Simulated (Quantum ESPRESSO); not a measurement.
# Ge2AlN3O: finding a planted mistake in a log

Computed values, not a measurement. The program is pw.x of Quantum ESPRESSO 7.5 (plane-wave density functional theory). The cell is made up: 7 atoms on a wurtzite lattice with one site empty, with randomly drawn elements, strain and displacements, not relaxed. PseudoDojo standard norm-conserving files (v0.5 for PBE, v0.4.1 for LDA and PBEsol) set the functional; there is no spin polarisation, spin-orbit coupling or dispersion term, and the masses in the input are unused placeholders.

Intended input:

```
&control calculation='scf', pseudo_dir='./dojo.nc.sr.pbe.v0_5.standard.upf', outdir='./o', disk_io='medium', tprnfor=.true., tstress=.true. /
&system ibrav=0, nat=7, ntyp=4, nbnd=32, ecutwfc=84.00895049, nosym=.true., tot_charge=0,
 occupations='smearing', smearing='fd', degauss=0.0018374661
/
&electrons conv_thr=7.350e-09, electron_maxstep=60, /
ATOMIC_SPECIES
Al 1.0 Al.upf
Ge 1.0 Ge.upf
N 1.0 N.upf
O 1.0 O.upf
CELL_PARAMETERS angstrom
3.1059 0.0 0.0
0.0 5.3796 0.0
0.0 0.0 5.072
ATOMIC_POSITIONS angstrom
Ge -0.0185 0.061 -0.0508
Al 1.4875 0.8707 2.4814
Ge -0.0119 3.6059 2.5976
N 0.0815 0.0122 1.9001
N 1.5144 2.7039 1.8724
N 1.5391 0.9285 4.4464
O 0.0414 3.6188 4.4077
K_POINTS automatic
6 4 4 1 1 1
```

The log is shortened where brackets say so; the opening notice, blank lines, dates and the lines on written files are dropped, and the path of the files is cut. It prints rydbergs, bohrs and kilobars, and counts compression as positive stress. Where no state is partly filled, the Fermi energy that it prints is only some level between the filled and the empty states on the mesh, and need not lie in the true gap.

Log of the intended run:

```
     Program PWSCF v.7.5
     Parallel version (MPI & OpenMP), running on       1 processor cores
     Number of MPI processes:                 1
     Threads/MPI process:                     1
     [start-up lines left out]
     bravais-lattice index     =            0
     lattice parameter (alat)  =       5.8693  a.u.
     unit-cell volume          =     571.8910 (a.u.)^3
     number of atoms/cell      =            7
     number of atomic types    =            4
     number of electrons       =        52.00
     number of Kohn-Sham states=           32
     kinetic-energy cutoff     =      84.0090  Ry
     charge density cutoff     =     336.0358  Ry
     scf convergence threshold =      7.3E-09
     mixing beta               =       0.7000
     number of iterations used =            8  plain     mixing
     Exchange-correlation= PBE
                           (   1   4   3   4   0   0   0)
     [axes and pseudopotential details left out]
   Cartesian axes
     site n.     atom                  positions (alat units)
         1        Ge     tau(   1) = (  -0.0059564   0.0196400  -0.0163560  )
         2        Al     tau(   2) = (   0.4789272   0.2803374   0.7989311  )
         3        Ge     tau(   3) = (  -0.0038314   1.1609839   0.8363437  )
         4        N      tau(   4) = (   0.0262404   0.0039280   0.6117711  )
         5        N      tau(   5) = (   0.4875881   0.8705689   0.6028526  )
         6        N      tau(   6) = (   0.4955407   0.2989472   1.4315979  )
         7        O      tau(   7) = (   0.0133295   1.1651373   1.4191378  )
     number of k points=    48  Fermi-Dirac smearing, width (Ry)=  0.0018
                       cart. coord. in units 2pi/alat
        k(    1) = (   0.0833333   0.0721685   0.0765452), wk =   0.0416667
        k(    2) = (   0.0833333   0.0721685   0.2296357), wk =   0.0416667
     [further k points left out]
     Dense  grid:    59499 G-vectors     FFT dimensions: (  36,  60,  60)
     Estimated max dynamical RAM per process >      73.68 MB
     Initial potential from superposition of free atoms
     starting charge      51.9959, renormalised to      52.0000
     Starting wfcs are   38 randomized atomic wfcs
     total cpu time spent up to now is        8.8 secs
     per-process dynamical memory:    48.1 Mb
     Self-consistent Calculation
     iteration #  1     ecut=    84.01 Ry     beta= 0.70
     Davidson diagonalization with overlap
     ethr =  1.00E-02,  avg # of iterations =  3.0
     total cpu time spent up to now is       28.9 secs
     total energy              =    -456.43344879 Ry
     estimated scf accuracy    <       1.97029160 Ry
     iteration #  2     ecut=    84.01 Ry     beta= 0.70
     Davidson diagonalization with overlap
     ethr =  3.79E-03,  avg # of iterations =  2.6
     total cpu time spent up to now is       43.3 secs
     total energy              =    -456.87906823 Ry
     estimated scf accuracy    <       2.42150325 Ry
     [iterations 3 to 11 left out]
     iteration # 12     ecut=    84.01 Ry     beta= 0.70
     Davidson diagonalization with overlap
     ethr =  1.35E-10,  avg # of iterations =  2.5
     total cpu time spent up to now is      192.9 secs
     total energy              =    -457.34660546 Ry
     estimated scf accuracy    <          8.1E-09 Ry
     iteration # 13     ecut=    84.01 Ry     beta= 0.70
     Davidson diagonalization with overlap
     ethr =  1.55E-11,  avg # of iterations =  2.0
     total cpu time spent up to now is      206.7 secs
     End of self-consistent calculation
     [lines on levels left out]
     the Fermi energy is     9.2934 ev
!    total energy              =    -457.34660546 Ry
     estimated scf accuracy    <          1.4E-09 Ry
     smearing contrib. (-TS)   =       0.00000000 Ry
     internal energy E=F+TS    =    -457.34660546 Ry
     The total energy is F=E-TS. E is the sum of the following terms:
     one-electron contribution =    -217.24620421 Ry
     hartree contribution      =     143.69574200 Ry
     xc contribution           =    -116.36292300 Ry
     ewald contribution        =    -267.43322025 Ry
     convergence has been achieved in  13 iterations
     Forces acting on atoms (cartesian axes, Ry/au):
     atom    1 type  2   force =     0.00916185   -0.04138217   -0.01759968
     atom    2 type  1   force =     0.10451322    0.12154575    0.05271921
     atom    3 type  2   force =    -0.00635980   -0.10076377   -0.03149962
     atom    4 type  3   force =    -0.11419060   -0.03535410   -0.03970229
     atom    5 type  3   force =     0.01425578    0.02109170    0.06939262
     atom    6 type  3   force =    -0.00043969   -0.05116554   -0.03142526
     atom    7 type  4   force =    -0.00694076    0.08602813   -0.00188498
     Total force =     0.272315     Total SCF correction =     0.000061
     Computing stress (Cartesian axis) and pressure
          total   stress  (Ry/bohr**3)                   (kbar)     P=      -22.50
  -0.00000630   0.00021591   0.00009627           -0.93       31.76       14.16
   0.00021591  -0.00025410  -0.00005260           31.76      -37.38       -7.74
   0.00009627  -0.00005260  -0.00019843           14.16       -7.74      -29.19
     init_run     :      7.03s CPU      8.75s WALL (       1 calls)
     electrons    :    182.10s CPU    197.83s WALL (       1 calls)
     forces       :      1.89s CPU      1.92s WALL (       1 calls)
     stress       :      6.22s CPU      6.27s WALL (       1 calls)
     [timing details left out]
     PWSCF        :   3m17.35s CPU   3m34.98s WALL
     JOB DONE.
```

A second run was made from an input with one planted mistake. Its log:

```
     Program PWSCF v.7.5
     Parallel version (MPI & OpenMP), running on       1 processor cores
     Number of MPI processes:                 1
     Threads/MPI process:                     1
     [start-up lines left out]
     bravais-lattice index     =            0
     lattice parameter (alat)  =       5.8693  a.u.
     unit-cell volume          =     571.8910 (a.u.)^3
     number of atoms/cell      =            7
     number of atomic types    =            4
     number of electrons       =        52.00
     number of Kohn-Sham states=           32
     kinetic-energy cutoff     =      84.0090  Ry
     charge density cutoff     =     336.0358  Ry
     scf convergence threshold =      7.3E-09
     mixing beta               =       0.7000
     number of iterations used =            8  plain     mixing
     Exchange-correlation= PBE
                           (   1   4   3   4   0   0   0)
     [axes and pseudopotential details left out]
   Cartesian axes
     site n.     atom                  positions (alat units)
         1        Ge     tau(   1) = (  -0.0059564   0.0196400  -0.0163560  )
         2        Al     tau(   2) = (   0.4789272   0.2803374   0.7989311  )
         3        Ge     tau(   3) = (  -0.0038314   1.1609839   0.8363437  )
         4        N      tau(   4) = (   0.0262404   0.0039280   0.6117711  )
         5        N      tau(   5) = (   0.4875881   0.8705689   0.6028526  )
         6        N      tau(   6) = (   0.4955407   0.2989472   1.4315979  )
         7        O      tau(   7) = (   0.0133295   1.1651373   1.4191378  )
     number of k points=     1  Fermi-Dirac smearing, width (Ry)=  0.0018
                       cart. coord. in units 2pi/alat
        k(    1) = (  -0.5000000  -0.2886739  -0.3061810), wk =   2.0000000
     Dense  grid:    59499 G-vectors     FFT dimensions: (  36,  60,  60)
     Estimated max dynamical RAM per process >      73.68 MB
     Initial potential from superposition of free atoms
     starting charge      51.9959, renormalised to      52.0000
     Starting wfcs are   38 randomized atomic wfcs
     total cpu time spent up to now is        1.6 secs
     per-process dynamical memory:    46.9 Mb
     Self-consistent Calculation
     iteration #  1     ecut=    84.01 Ry     beta= 0.70
     Davidson diagonalization with overlap
     ethr =  1.00E-02,  avg # of iterations =  3.0
     total cpu time spent up to now is        2.0 secs
     total energy              =    -456.65479065 Ry
     estimated scf accuracy    <       1.97148660 Ry
     iteration #  2     ecut=    84.01 Ry     beta= 0.70
     Davidson diagonalization with overlap
     ethr =  3.79E-03,  avg # of iterations =  2.0
     total cpu time spent up to now is        2.3 secs
     total energy              =    -457.07981609 Ry
     estimated scf accuracy    <       2.27091236 Ry
     [iterations 3 to 11 left out]
     iteration # 12     ecut=    84.01 Ry     beta= 0.70
     Davidson diagonalization with overlap
     ethr =  9.47E-11,  avg # of iterations =  4.0
     total cpu time spent up to now is        6.2 secs
     total energy              =    -457.53290274 Ry
     estimated scf accuracy    <       0.00000002 Ry
     iteration # 13     ecut=    84.01 Ry     beta= 0.70
     Davidson diagonalization with overlap
     ethr =  4.01E-11,  avg # of iterations =  2.0
     total cpu time spent up to now is        6.5 secs
     End of self-consistent calculation
     [lines on levels left out]
     the Fermi energy is     9.1407 ev
!    total energy              =    -457.53290274 Ry
     estimated scf accuracy    <          2.5E-09 Ry
     smearing contrib. (-TS)   =      -0.00000000 Ry
     internal energy E=F+TS    =    -457.53290274 Ry
     The total energy is F=E-TS. E is the sum of the following terms:
     one-electron contribution =    -217.63365274 Ry
     hartree contribution      =     143.95230346 Ry
     xc contribution           =    -116.41833322 Ry
     ewald contribution        =    -267.43322025 Ry
     convergence has been achieved in  13 iterations
     Forces acting on atoms (cartesian axes, Ry/au):
     atom    1 type  2   force =     0.01676389   -0.05458412    0.02039667
     atom    2 type  1   force =     0.09190074    0.15282647    0.06545526
     atom    3 type  2   force =     0.00888212   -0.09621740   -0.03996459
     atom    4 type  3   force =    -0.09103345   -0.13539906   -0.10178595
     atom    5 type  3   force =    -0.01210578    0.02048647    0.13079665
     atom    6 type  3   force =    -0.01169056   -0.05875413   -0.02931325
     atom    7 type  4   force =    -0.00271697    0.17164177   -0.04558479
     Total force =     0.375959     Total SCF correction =     0.000094
     Computing stress (Cartesian axis) and pressure
          total   stress  (Ry/bohr**3)                   (kbar)     P=      -58.41
  -0.00041293   0.00014805   0.00005226          -60.74       21.78        7.69
   0.00014805  -0.00009617  -0.00001744           21.78      -14.15       -2.57
   0.00005226  -0.00001744  -0.00068217            7.69       -2.57     -100.35
     init_run     :      1.39s CPU      1.42s WALL (       1 calls)
     electrons    :      4.71s CPU      4.96s WALL (       1 calls)
     forces       :      0.13s CPU      0.13s WALL (       1 calls)
     stress       :      0.30s CPU      0.33s WALL (       1 calls)
     [timing details left out]
     PWSCF        :      6.67s CPU      7.00s WALL
     JOB DONE.
```

Question: what was wrong in the second input?

Answer: the k-point mesh is too coarse. The input lines that differ, file-writing options aside:

```
- 6 4 4 1 1 1
+ 1 1 1 1 1 1
```

|  | intended run | run with the mistake |
| --- | --- | --- |
| free energy (eV) | -6222.518 | -6225.052 |
| smearing term -TS (eV) | 0.0000 | 0.0000 |
| pressure (GPa) | -2.25 | -5.84 |
| largest force component (eV/Å) | 3.125 | 4.413 |
| largest change of a force component (eV/Å) |  | 2.572 |
| iterations | 13 | 13 |

For scale, a rerun of the intended cell at 1437 eV and a 8 x 6 x 6 mesh moved values by no more than 0.002 eV in energy, 0.02 GPa in stress and 0.004 eV/Å in force.